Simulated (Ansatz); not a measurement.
# AlPd2: relaxation (Ansatz)

The command:

```bash
ansatz run input.yaml --threads 1 --pin off --max-ram 2560MiB --backend cpu --events-out ev --progress --plain --runs-dir out
```

input.yaml:

```yaml
crystal:
  lattice:
    - [4.610881, 0.0, 0.0]
    - [0.0, 4.610881, 0.0]
    - [0.0, 0.0, 4.610881]
  atoms:
    - { symbol: Al, position: [0.0, 0.0, 0.0] }
    - { symbol: Al, position: [0.5, 0.5, 0.5] }
    - { symbol: Pd, position: [0.25, 0.25, 0.25] }
    - { symbol: Pd, position: [0.25, 0.75, 0.75] }
    - { symbol: Pd, position: [0.75, 0.75, 0.25] }
    - { symbol: Pd, position: [0.75, 0.25, 0.75] }
  symmetry: { tolerance: 0.0003 }
kpoints:
  mp_grid: { grid: [4, 4, 4], shift: [0, 0, 0] }
magnetization:
  spin_polarized: false
scf:
  occupations: { method: fermi_dirac }
hamiltonian:
  pseudopotentials: { kind: paw }
  xc: r2scan
basis:
  ecutwfc: 500
  ecutrho_ratio: 9
output:
  forces: true
  stress: true
  eigenvalues: true
relax:
  max_steps: 40
  cell: {}
```

Origin of the cell: a known structure type with other elements, at an estimated volume, so it need not be a known compound.

The smearing width isn't typed, so it takes its default of 0.1 eV.

Output (shortened):

```
Pseudopotentials: kind: paw
Pseudopotential: Al, paw, valence charge 3, recommended cutoff 500 eV (meta_gga), Al.paw.azcp
Pseudopotential: Pd, paw, valence charge 18, recommended cutoff 500 eV (meta_gga), Pd.paw.azcp
Functional definition: r2SCAN
  exchange = r2scan_x(k0 = k0, k1 = k1, a1 = a1)
  correlation = r2scan_c
Crystal: 6 atoms, lattice volume = 98.028 Å³
Basis set: ecut = 500 eV, 2517 PW (Γ), exchange–correlation on 216×216×216 points (64 copies of the dense FFT grid, shifted against one another)
Bands: 47, of which v1, the nominal top of the filled ones, is band 39 counted from 1 (38 counted from 0)
Symmetry: 48 space group operations
Space group: Pn-3m (ITA 224), of the structure as read, at distance tolerance 1.4e-3 Å
[… 7 lines left out …]
Initial density: superposition of atomic densities (neutral atoms: chi_scale 0, normalization atom), corrected by the library's trained network
Functional: x = r2scan, c = r2scan; τ floored in thin density (d = 2e-4 eV/Å³)
SCF iter   1: F=—  HF=-29015.217502 eV  Δρ=1.80e-2  dr2=2.89e-1  dr2_τ=1.41e-1  defer=4
SCF iter   2: F=—  HF=-29015.252036 eV  Δρ=7.57e-3  dr2=2.24e-2  dr2_τ=6.16e-3  defer=11
SCF iter   3: F=—  HF=-29015.250456 eV  Δρ=3.09e-3  dr2=5.91e-3  dr2_τ=3.60e-4  defer=11
SCF iter   4: F=—  HF=-29015.249482 eV  Δρ=5.25e-4  dr2=2.01e-4  dr2_τ=1.55e-5  defer=11
SCF iter   5: F=—  HF=-29015.249632 eV  Δρ=1.29e-4  dr2=2.07e-5  dr2_τ=1.02e-6  defer=11
SCF iter   6: F=—  HF=-29015.249645 eV  Δρ=4.25e-5  dr2=1.96e-6  dr2_τ=5.57e-8  defer=11
SCF iter   7: F=—  HF=-29015.249647 eV  Δρ=1.04e-5  dr2=1.22e-7  dr2_τ=2.61e-9  defer=11
SCF iter   8: F=-29015.249647 eV  HF=-29015.249647 eV  Δρ=1.81e-6  dr2=1.91e-9  dr2_τ=1.30e-10
relax step   1: F+E_penalty+E_count = -29015.249647 eV  Δ(F+E_penalty+E_count) = +0.000e0 eV  max|allowed force component| = 5.397e-18 eV/Å  Δτ_max = 0.0000 Å  P = +43.209 GPa  Ω = 98.028 Å³ […]
relax step   2: F+E_penalty+E_count = -29018.017131 eV  Δ(F+E_penalty+E_count) = -2.767e0 eV  max|allowed force component| = 2.988e-17 eV/Å  Δτ_max = 0.0000 Å  P = +18.766 GPa  Ω = 113.075 Å³ […]
relax step   3: F+E_penalty+E_count = -29019.101748 eV  Δ(F+E_penalty+E_count) = -1.085e0 eV  max|allowed force component| = 3.123e-17 eV/Å  Δτ_max = 0.0000 Å  P = +5.951 GPa  Ω = 128.118 Å³ […]
relax step   4: F+E_penalty+E_count = -29019.285139 eV  Δ(F+E_penalty+E_count) = -1.834e-1 eV  max|allowed force component| = 1.349e-17 eV/Å  Δτ_max = 0.0000 Å  P = +1.534 GPa  Ω = 136.539 Å³ […]
relax step   5: F+E_penalty+E_count = -29019.299495 eV  Δ(F+E_penalty+E_count) = -1.436e-2 eV  max|allowed force component| = 3.508e-17 eV/Å  Δτ_max = 0.0000 Å  P = -0.033 GPa  Ω = 140.335 Å³ […]
relax step   6: F+E_penalty+E_count = -29019.343413 eV  Δ(F+E_penalty+E_count) = -4.392e-2 eV  max|allowed force component| = 3.450e-17 eV/Å  Δτ_max = 0.0000 Å  P = -0.054 GPa  Ω = 140.335 Å³  stress off target by 5.37e-2 GPa […]
relax step   7: F+E_penalty+E_count = -29019.343540 eV  Δ(F+E_penalty+E_count) = -1.273e-4 eV  max|allowed force component| = 2.621e-17 eV/Å  Δτ_max = 0.0000 Å  P = -0.000 GPa  Ω = 140.198 Å³ […]
relax step   8: F+E_penalty+E_count = -29019.343540 eV  Δ(F+E_penalty+E_count) = -6.694e-10 eV  max|allowed force component| = 1.850e-17 eV/Å  Δτ_max = 0.0000 Å  P = -0.001 GPa  Ω = 140.198 Å³  stress off target by 6.39e-4 GPa […]
SCF 8 converged in 4 iterations: F = -29019.343540 eV  dr2 = 5.28e-11
basis re-selected at this cell: Δ(F+E_penalty+E_count) = -6.694e-10 eV, ΔP = -0.000 GPa vs the last step (what re-selecting the basis moved, of the pressure what is left beyond the Pulay corr […]
SCF converged after 4 iterations
Free energy (F): -29019.343540 eV
Harris-Foulkes:  -29019.343540 eV  (|F-HF|=2.18e-11)
Internal energy: -29019.244965 eV  (E = F + TS)
E sigma→0 (E₀):  -29019.294253 eV
Entropy (-TS):   -0.098575 eV (-16.429 meV/atom)
Fermi energy:    8.279535 eV
--- Per-component energies (eV) ---
  E_band       = -1397.985327
  E_kinetic    = 2114.648354
  E_local      = -11341.652549  (includes V_loc(G=0)·N_el)
  E_nonlocal   = 900.503331
  E_hartree    = 4626.104120
  E_xc         = -706.974407
  E_vxc        = -984.033589  (∫ρ·V_xc dr)
  E_paw        = -16043.915906  (= ΣΔE_a)
  E_vpaw       = -1412.653548  (= ΣTr[D̂ρ^β])
  E_aug_tail   = 0.000008  (compensation charges beyond the density's cutoff)
  E_vtau       = 72.995086  (kinetic-family band-sum trace: ∫τ·v_τ [+ j·A + Jᵃ·Aᵃ] dr)
  E_ewald      = -8566.029353
  E_core_change = -1.928562  (= ΣΔE_core)
  E_smearing   = -0.098575  (= −TS)
  Σ components = -29019.343540   (vs F -29019.343540, Δ=0.00e0)
--- Forces (eV/Å), atoms counted from 1 ---
  atom   1  Al     0.000000    -0.000000    -0.000000
  atom   2  Al    -0.000000     0.000000     0.000000
  atom   3  Pd    -0.000000     0.000000     0.000000
  atom   4  Pd     0.000000    -0.000000     0.000000
  atom   5  Pd     0.000000     0.000000    -0.000000
  atom   6  Pd    -0.000000     0.000000    -0.000000
  max |Σ_I F_I| component: 1.39e-17 eV/Å
--- Stress (GPa, compression-positive) ---
       -0.000639       0.000000       0.000000
        0.000000      -0.000639      -0.000000
        0.000000      -0.000000      -0.000639
  P = ⅓ Tr σ = -0.0006 GPa (-0.006 kbar)
--- Relaxed structure (6 steps of the walk, 6 accepted, 2 SCFs on fresh bases) ---
  F+E_penalty+E_count = -29019.343540 eV   max|allowed force component| = 1.850e-17 eV/Å   (the final SCF, on the basis selected at the relaxed cell)
  cell:  # Å, volume = 140.1977 Å³
    - [5.194937, 0.0, 0.0]
    - [0.0, 5.194937, 0.0]
    - [0.0, 0.0, 5.194937]
  atoms:
    - { symbol: Al, position: [0.0, 0.0, 0.0] }
    - { symbol: Al, position: [0.500000, 0.500000, 0.500000] }
    - { symbol: Pd, position: [0.250000, 0.250000, 0.250000] }
    - { symbol: Pd, position: [0.250000, 0.750000, 0.750000] }
    - { symbol: Pd, position: [0.750000, 0.750000, 0.250000] }
    - { symbol: Pd, position: [0.750000, 0.250000, 0.750000] }
```

Caveats: the k mesh is coarse if the cell is a metal; the relaxation held the start's symmetry, so the end may be a saddle point.

Time: 120 s on 1 thread of Arm Neoverse V1, with other jobs on the host, peak memory 1.4 GiB, from the program's own first density.
